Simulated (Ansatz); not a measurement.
C:
```
C
1.0
    0.00000     2.12628     3.57608
    1.22815     0.00000     3.57608
    1.22815     2.12628     0.00000
C
2
Direct
  0.66666   0.33334   0.66666
  0.33334   0.66666   0.33334
```

Relaxed with r²SCAN. Special points in fractions of this cell's reciprocal vectors: Γ (0.000, 0.000, 0.000); Y (0.500, 0.000, 0.500); T (1.000, 0.500, 0.500); Z (0.500, 0.500, 0.000); Σ0 (0.000, 0.363, 0.363); U0 (1.000, 0.637, 0.637); C0 (0.500, 0.196, 0.696); A0 (0.500, 0.804, 0.304); L (0.500, 0.500, 0.500).

### Question
List the band energies nearest the Fermi level at these points for plane-wave PAW r²SCAN (Ansatz code).

### Answer
In eV from the Fermi level; about four levels below and three above (degenerate sets whole), none deeper than 8.9 eV; … stands for higher levels left out; points with the same levels are listed once.

```csv
k,below,above
Γ,-7.55 -3.43 -3.41,3.70 …
Y,-7.02 -2.17,2.26 …
T,-7.05 -3.20,1.02 …
Z,-3.43 -3.42,8.54 …
Σ0,-1.45,0.53 …
C0,-1.47,1.27 …
L,-7.03 -2.72,1.59 …
```

Space group Fmmm. The first step of the workflow began from a Materials Project structure, measured or hypothetical; the Crystallography Open Database files this formula in space group No. 69, but the cells were not matched. It is not the phase usual at ambient conditions (space group No. 194, 227). The cell keeps a stress of up to 0.2 GPa. The cell was relaxed with r²SCAN under the symmetry of its start; whether a distortion lowers the energy is not shown. A crystal of weakly bound layers computed without a dispersion correction: the cell and the soft elastic constants depend strongly on that. The Fermi level of a semimetal is unsure by some 0.05 eV on such meshes.

Potentials: the later of the program's two PAW sets.
